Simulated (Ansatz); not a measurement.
Here is the system:

Rb:
```
CELL_PARAMETERS angstrom
     -2.87376     2.87376     2.87376
      2.87376    -2.87376     2.87376
      2.87376     2.87376    -2.87376
ATOMIC_POSITIONS crystal
  Rb 0.00000 0.00000 0.00000
```

This is the r²SCAN-relaxed structure.

Task: All from r²SCAN (plane waves, PAW; program Ansatz), unless another level is named. Give the density of states at the Fermi level.

Result: 0.86 states/eV per atom (mean over ±0.08 eV).

Task: What about the gap with spin–orbit coupling?

Result: none (metallic).

Space group Im-3m (bcc (W type)). Symmetry was held in the r²SCAN relaxation. Spin–orbit coupling is left out wherever it is not named.

Potentials: the earlier of the program's two PAW sets.
